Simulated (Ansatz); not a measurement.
**Structures of Ba₂Re: which is lowest?**

Plane-wave DFT in Ansatz with scalar-relativistic PAW potentials, cutoff 420 eV, Γ-centred meshes chosen by cell and gap, Gaussian smearing with energies taken to zero width. Every cell was relaxed (cell and atoms) in a run of its own, within the symmetry of its start. Functional: PBE.

Relaxed structures (starts from databases or built by putting these elements on another compound's sites):
A. Pn-3m, 6 atoms in the computed cell, a = 6.365 Å; sites (symmetry × multiplicity) Ba .-3m × 4, Re -43m × 2; start: built
B. P6_3/mmc, 6 atoms in the computed cell, a = 3.770 Å, c = 17.310 Å; sites (symmetry × multiplicity) Ba 3m. × 4, Re -6m2 × 2; start: built
C. R3m, 3 atoms in the computed cell, a = 3.786 Å, c = 25.844 Å; sites (symmetry × multiplicity) Ba 3m × 3 + 3m × 3, Re 3m × 3; start: built

Rank them by energy. Could pressure change the order?

```tsv
structure	group	E − E(lowest) (meV/atom)	V (Å³/atom)	gap on mesh (eV)
C	R3m	0.0	35.65	0.00
B	P6_3/mmc	3.0	35.51	0.00
A	Pn-3m	143	42.98	0.00
```

C and B are level within the 5 meV/atom that separate runs leave open. The two lowest differ in volume by under 3 %, too little for a first-order estimate of what pressure does to that pair (other pairs aren't weighed here). Other structures may lie lower than all of these, and vibrations aren't counted.

Spin-orbit coupling is left out, which matters for the bands of heavy elements.